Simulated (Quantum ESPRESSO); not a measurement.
## Band energies of Ca₃CdO₄

```xyz
8
Lattice="3.3672 -4.7792 0.0000 3.3672 4.7792 0.0000 0.0000 0.0000 3.3923" Properties=species:S:1:pos:R:3 pbc="T T T"
O      3.3672     2.3648     0.0000
O      3.3672    -2.3648     0.0000
O      1.7019     0.0000     1.6962
O      5.0325     0.0000     1.6962
Ca     3.3672     0.0000     0.0000
Ca     1.6836    -2.3896     1.6962
Ca     1.6836     2.3896     1.6962
Cd     0.0000     0.0000     0.0000
```

norm-conserving PBEsol (Quantum ESPRESSO, 102 Ry, no spin-orbit coupling); path ΓXSRAZΓYX1A1TY,ZT; energies in eV from the valence-band maximum.

```csv
k (1/Å),point,band 33,band 34,band 35,band 36,band 37,band 38,band 39,band 40
0.00,Γ,-0.63,-0.52,-0.26,-0.22,-0.20,2.58,4.21,6.60
0.70,X,-0.80,-0.57,-0.50,-0.47,-0.23,3.95,4.98,5.55
0.70,S,-0.91,-0.88,-0.80,-0.03,0.00,4.14,5.01,5.67
1.07,,-1.06,-0.73,-0.65,-0.63,-0.18,4.27,5.71,5.92
1.62,R,-1.03,-1.02,-0.97,-0.34,-0.08,5.10,5.12,5.67
1.83,,-1.15,-0.95,-0.74,-0.34,-0.20,4.87,4.93,5.57
2.03,A,-0.99,-0.83,-0.60,-0.39,-0.38,4.59,4.62,5.46
2.38,,-1.11,-1.07,-0.65,-0.48,-0.35,5.35,5.43,5.60
2.72,Z,-1.19,-1.01,-0.78,-0.61,-0.43,5.29,5.92,6.10
3.09,,-1.14,-0.95,-0.55,-0.50,-0.19,4.42,5.91,6.00
3.65,Γ,-0.63,-0.52,-0.26,-0.22,-0.20,2.58,4.21,6.60
4.31,Y,-0.88,-0.83,-0.54,-0.35,-0.24,3.74,4.61,5.96
4.31,X1,-0.80,-0.57,-0.50,-0.47,-0.23,3.95,4.98,5.55
4.62,,-1.00,-0.77,-0.74,-0.46,-0.20,4.21,5.50,5.59
5.23,A1,-0.99,-0.83,-0.60,-0.39,-0.38,4.59,4.62,5.46
5.23,T,-0.68,-0.67,-0.58,-0.52,-0.47,4.40,4.42,5.41
5.50,,-0.99,-0.83,-0.60,-0.44,-0.28,4.65,4.74,5.10
6.03,,-0.83,-0.75,-0.45,-0.38,-0.29,3.84,4.73,5.95
6.16,Y,-0.88,-0.83,-0.54,-0.35,-0.24,3.74,4.61,5.96
6.16,Z,-1.19,-1.01,-0.78,-0.61,-0.43,5.29,5.92,6.10
6.29,,-1.17,-0.97,-0.66,-0.60,-0.44,5.34,5.56,5.75
6.82,T,-0.68,-0.67,-0.58,-0.52,-0.47,4.40,4.42,5.41
```

The PBEsol gap is indirect, 2.58 eV, from S to Γ; the smallest direct gap is 2.78 eV.

Spin-orbit splittings are left out.

Geometry of the Materials Project entry, not relaxed at this level.

The structure is a Materials Project entry; no match was found in the copy of COD used, and its stability was not checked.

Letters of k points follow the standard setting of the lattice, whose axes may be ordered differently from the printed cell.
